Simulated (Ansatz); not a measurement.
LaSi₂:
```xyz
6
Lattice="-2.1151 2.1151 6.9008 2.1151 -2.1151 6.9008 2.1151 2.1151 -6.9008" Properties=species:S:1:pos:R:3 pbc="T T T"
La     0.0000     0.0000     6.9008
La     2.1151     0.0000     3.4504
Si     0.0000     2.1151     4.6177
Si     0.0000     0.0000     1.1673
Si     0.0000     0.0000    12.6344
Si     0.0000     2.1151     2.2831
```

Relaxed with LDA. Special points in fractions of this cell's reciprocal vectors: Γ (0.000, 0.000, 0.000); X (0.000, 0.000, 0.500); P (0.250, 0.250, 0.250); N (0.000, 0.500, 0.000); M (0.500, 0.500, -0.500); S (0.273, 0.727, -0.273); S0 (-0.273, 0.273, 0.273); R (-0.047, 0.047, 0.500); G (0.500, 0.500, -0.047).

**Question.** List the band energies nearest the Fermi level at these points for LDA in the plane-wave PAW code Ansatz.

**Answer.** In eV from the Fermi level; about four levels below and three above (degenerate sets whole), none deeper than 8.9 eV; points with the same levels are listed once.

```json
[
 {"k": "Γ", "below": "-2.28 -2.28 -0.89 -0.83 -0.02", "above": "0.68 1.19 1.19"},
 {"k": "X", "below": "-2.78 -2.78 -1.81 -1.81", "above": "0.70 0.70 1.79 1.79"},
 {"k": "P", "below": "-2.79 -2.79 -1.81 -1.81", "above": "0.60 0.60 1.96 1.96"},
 {"k": "N", "below": "-1.62 -1.03 -1.01 -0.66", "above": "0.64 1.22 1.81"},
 {"k": "M", "below": "-2.37 -2.37 -2.34 -2.34", "above": "0.33 0.33 1.03 1.03"},
 {"k": "S", "below": "-2.50 -2.01 -1.42 -0.79", "above": "0.12 0.84 1.35"},
 {"k": "R", "below": "-2.77 -2.77 -1.84 -1.84", "above": "0.65 0.65 1.80 1.80"}
]
```

Space group I4_1/amd. The first step of the workflow began from a Materials Project structure, measured or hypothetical; the Crystallography Open Database files this formula in space group No. 141, but the cells were not matched. Whether it is the stable phase at ambient conditions was not checked. The cell was relaxed with LDA under the symmetry of its start; whether a distortion lowers the energy is not shown. Scalar-relativistic: spin–orbit coupling is off unless named, which matters more the heavier the elements.

Potentials: the later of the program's two PAW sets.
